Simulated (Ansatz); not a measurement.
ZnNi (CsCl type, Pm-3m) under volume change, r²SCAN (plane waves, PAW; program Ansatz), scaled uniformly.

```json
[
 {"V (Å³/atom)": "10.533", "E − E(relaxed) (meV/atom)": "58.6", "P (GPa)": "19.73"},
 {"V (Å³/atom)": "10.881", "E − E(relaxed) (meV/atom)": "24.5", "P (GPa)": "12.03"},
 {"V (Å³/atom)": "11.228", "E − E(relaxed) (meV/atom)": "5.8", "P (GPa)": "5.49"},
 {"V (Å³/atom)": "11.575", "E − E(relaxed) (meV/atom)": "0.0", "P (GPa)": "-0.02"},
 {"V (Å³/atom)": "11.922", "E − E(relaxed) (meV/atom)": "___", "P (GPa)": "___"},
 {"V (Å³/atom)": "12.270", "E − E(relaxed) (meV/atom)": "___", "P (GPa)": "___"},
 {"V (Å³/atom)": "12.617", "E − E(relaxed) (meV/atom)": "41.8", "P (GPa)": "-11.81"}
]
```

### Question
Complete the blanks.

### Answer

- 12.270, E − E(relaxed) (meV/atom): 19.6
- 12.270, P (GPa): -8.54
- 11.922, E − E(relaxed) (meV/atom): 5.2
- 11.922, P (GPa): -4.65

### Question
What does a third-order Birch–Murnaghan fit give for V₀, B₀ and B′?

### Answer
V₀ = 11.57 Å³/atom, B₀ = 168 GPa, B′ = 4.7.

The workflow started from an entry of the Crystallography Open Database (COD), which files this formula under 3 space groups. Whether it is the stable phase at ambient conditions was not checked. The cell was relaxed with r²SCAN under the symmetry of its start; whether a distortion lowers the energy is not shown. Spin order of the final state: ferromagnetic, the only order run, not a proven ground state. The cell computed holds one magnetic atom, so no antiferromagnetic order was within reach. Other orbital occupations within this spin state were not tried.

Potentials: the later of the program's two PAW sets.
